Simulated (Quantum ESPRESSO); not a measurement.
## Nb4Zn2RhV (different elements on one site, starting from this cell)

Simulated, not a measurement. The program is pw.x of Quantum ESPRESSO 7.5 (plane-wave density functional theory). The cell is made up: eight metal atoms on a hexagonal close-packed lattice, with elements, volume, strain and displacements drawn at random and not relaxed, so it may be unstable or far from any real phase. PseudoDojo standard norm-conserving files set the functional (PBE unless stated); there is no spin polarisation or spin-orbit coupling, the Fermi-Dirac width of 0.25 eV means electrons at about 2900 K, and the masses in the input are unused placeholders. Heavy elements are run without spin-orbit coupling, which real alloys of them have. A spin test at this wide smearing found no moment, but such smearing suppresses magnetism that the real alloy may have.

The runs put different elements on site 2. Cell, positions, cutoff, mesh and smearing stay as in the input of run 1; sites are counted in its order. Stress in the tables is positive in tension.

Input of run 1:

```
&control calculation='scf', pseudo_dir='./dojo.nc.sr.pbe.v0_5.standard.upf', outdir='./o', disk_io='minimal', tprnfor=.true., tstress=.true. /
&system ibrav=0, nat=8, ntyp=4, nbnd=78, ecutwfc=87.97787729, nosym=.true., tot_charge=0,
 occupations='smearing', smearing='fd', degauss=0.0183746611
/
&electrons conv_thr=1.470e-08, electron_maxstep=70, mixing_beta=0.5 /
ATOMIC_SPECIES
Nb 1.0 Nb.upf
Rh 1.0 Rh.upf
V 1.0 V.upf
Zn 1.0 Zn.upf
CELL_PARAMETERS angstrom
0.0 4.9118 0.0
2.8358 0.0 4.6788
2.8358 0.0 -4.6788
ATOMIC_POSITIONS angstrom
Nb 0.0295 -0.0331 -0.0399
Zn 2.861 0.0258 -0.019
Nb 2.9109 1.6929 -2.2613
Rh 2.787 1.6023 2.376
Zn 1.3777 2.4408 -0.0004
Nb 4.2907 2.4865 0.0056
V 1.3731 4.0445 -2.3223
Nb 1.4504 4.0435 2.2932
K_POINTS automatic
5 5 5 1 1 1
```

```
run  elements on sites 1 to 8  -TS (eV)  pressure (GPa)  stress xx (GPa)  stress yy (GPa)  stress zz (GPa)  stress yz (GPa)  stress xz (GPa)  stress xy (GPa)  iterations
  1    Nb Zn Nb Rh Zn Nb V Nb    -1.770            2.20            -1.77            -4.00            -0.82            -0.11             0.81             1.02          19
  2    Nb Al Nb Rh Zn Nb V Nb    -1.719            3.36            -3.10            -5.55            -1.41             0.29             1.08             0.92          19
  3    Nb Ga Nb Rh Zn Nb V Nb    -1.711            2.91            -2.22            -5.68            -0.83            -0.37             0.98             0.94          18
  4     Nb W Nb Rh Zn Nb V Nb    -1.928            4.52            -3.00            -4.79            -5.77            -0.11             0.94             0.33          20
```

Forces Fx Fy Fz (eV/Å):

| site | run 1 | run 2 | run 3 | run 4 |
| --- | --- | --- | --- | --- |
| 1 | -0.01 0.11 0.03 | 0.00 0.10 -0.03 | 0.07 0.11 0.01 | 0.26 0.55 -0.08 |
| 2 | -0.03 -0.16 0.27 | -0.05 -0.12 0.44 | 0.01 -0.17 0.31 | -0.36 0.00 0.59 |
| 3 | -1.13 -0.74 -0.50 | -1.17 -0.75 -0.46 | -1.18 -0.73 -0.44 | -1.12 -0.92 -0.42 |
| 4 | 0.84 -0.23 -0.41 | 0.87 -0.19 -0.50 | 0.85 -0.15 -0.41 | 0.96 -0.05 -0.50 |
| 5 | 0.53 -0.19 -0.30 | 0.53 -0.18 -0.32 | 0.42 -0.21 -0.32 | 0.58 -0.11 -0.26 |
| 6 | -0.48 0.20 0.92 | -0.43 0.17 0.94 | -0.44 0.14 0.92 | -0.69 -0.15 1.16 |
| 7 | 0.34 0.20 0.18 | 0.31 0.24 0.19 | 0.31 0.24 0.16 | 0.18 0.19 0.23 |
| 8 | -0.07 0.80 -0.18 | -0.05 0.74 -0.25 | -0.04 0.77 -0.24 | 0.18 0.48 -0.72 |

Energies are left out, as each element's file has its own zero. A rerun of one cell of this series at a higher cutoff and on a denser mesh moved values by no more than 0.003 eV in energy, 0.02 GPa in stress and 0.006 eV/Å in force, and a second program with other atomic files agreed on that cell to 2 % rms in force and 0.5 GPa in pressure.